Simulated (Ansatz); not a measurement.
MgO, in the lowest among the structures calculated here: Fm-3m (No. 225), cF8, rock salt type; a = b = c = 4.2045 Å, α = β = γ = 90.00°; Mg 4b (0.500, 0.500, 0.500); O 4a (0.000, 0.000, 0.000). The numbers are results of r2SCAN (plane waves to 500 eV, PAW, scalar-relativistic; Ansatz, an electronic-structure program), not measurements. Element references, the lowest calculated here: Mg (P6₃/mmc), O (C2/m, ferromagnetic, forced by one molecule a cell; α-O2 is antiferromagnetic); gases are represented by their molecular solids.

### Question
Estimate the formation energy of this Fm-3m form of MgO from the elements that r2SCAN returns for this input.

### Answer
-2.96 eV/atom.

Static energies, no anion corrections, no zero-point energy. Values are rounded to 0.01 eV/atom. The compounds carry no spin polarisation.
